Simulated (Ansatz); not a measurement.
# Relaxing a structure of SnO

The start is a generated cell, SnO placed in the AFLOW prototype AB_tP2_123_a_d (L1_0, as in CuAu). The cell and all atomic positions are relaxed at zero pressure with PBE (plane waves to 420 eV, PAW, scalar-relativistic; Ansatz, a first-principles code). The first steps use a coarse 8×8×6 k-mesh.

Input geometry:
```
SnO
1.0
    2.91882     0.00000     0.00000
    0.00000     2.91882     0.00000
    0.00000     0.00000     3.82574
Sn O
1 1
Cartesian
  1.45941   1.45941   1.91287
  0.00000   0.00000   0.00000
```

Problem. How large is the pressure on the unrelaxed cell, and of which sign?

Solution. -4 GPa (negative: the cell is under tension).

Problem. How much energy is released per atom?

Solution. 0.36 eV/atom.

Problem. How does the volume change?

Solution. -5.8 %, from 16.30 to 15.36 Å³/atom.

Problem. How do the shortest distances between atoms change?

Solution. The closest pairs of elements (up to four, under 3.6 Å), start → end: O–Sn 2.81 → 2.71 Å; Sn–Sn 2.92 → 3.13 Å; O–O 2.92 → 3.13 Å.

Problem. What band gap does the relaxed structure have at this level?

Solution. No gap on the sampled points, where the bands overlap only slightly; such a result is sensitive to mesh and level.

Problem. Write out the relaxed structure.

Solution. 
```cif
data_OSn
_chemical_formula_sum 'Sn1 O1'
_space_group_name_H-M_alt 'Pm-3m'
_space_group_IT_number 221
_space_group_name_Hall '-P 4 2 3'
_cell_length_a 3.13164
_cell_length_b 3.13164
_cell_length_c 3.13164
_cell_angle_alpha 90.000
_cell_angle_beta 90.000
_cell_angle_gamma 90.000
loop_
_atom_site_label
_atom_site_type_symbol
_atom_site_symmetry_multiplicity
_atom_site_Wyckoff_symbol
_atom_site_fract_x
_atom_site_fract_y
_atom_site_fract_z
_atom_site_occupancy
Sn1 Sn 1 b 0.50000 0.50000 0.50000 1
O1 O 1 a 0.00000 0.00000 0.00000 1
```

Final values are on a 11×11×11 k-mesh of the relaxed cell. No spin polarisation in the result.

The run could not lower the symmetry of its start; a shaken copy of this end point relaxes with PBE to P3m1 (No. 156), 0.47 eV/atom lower.

The relaxed structure here is a generated cell of SnO: the first start was made by placing the elements on the sites of a structure type, and the end was not matched to a known phase here, so it may be hypothetical. Known forms of SnO include space group No. 129.
